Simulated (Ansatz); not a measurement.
Values for one crystal, relaxed and computed with the program Ansatz at the PBEsol level (PAW); other levels are named.

```yaml
volume_per_atom: 22.11 Å³
electronic_character: metallic (no gap)
Density of states at the Fermi level: 0.12 states/eV per atom (mean over ±0.08 eV)
Bulk modulus (Birch–Murnaghan fit): 111 GPa
Pressure derivative B′: 4.6
Formation energy from the elements (no fitted shifts): -0.20 eV/atom
```

Problem. Pick the material that matches.
A. CaP3, C2/m (Ca on 4i, P on 8j, P on 4i)
B. FeSb2, Pnnm (Fe on 2a, Sb on 4g)
C. TaSi2, P6_222 (Ta on 3c, Si on 6i)
D. TaSb2, C2/m (Ta on 4i, Sb on 4i, Sb on 4i)

Solution. D, TaSb2, C2/m (Ta on 4i, Sb on 4i, Sb on 4i)

The workflow started from a Materials Project entry (that database holds measured and hypothetical structures alike); the Crystallography Open Database copy checked does not list it. Whether it is the stable phase at ambient conditions was not checked. Symmetry was held in the PBEsol relaxation; its stability against distortions is not shown here. The run is not spin-polarised. The references are the lowest solids computed at this level, not always the standard phases. Scalar-relativistic: spin–orbit coupling is off unless named, which matters more the heavier the elements.

Potentials: the later of the program's two PAW sets.
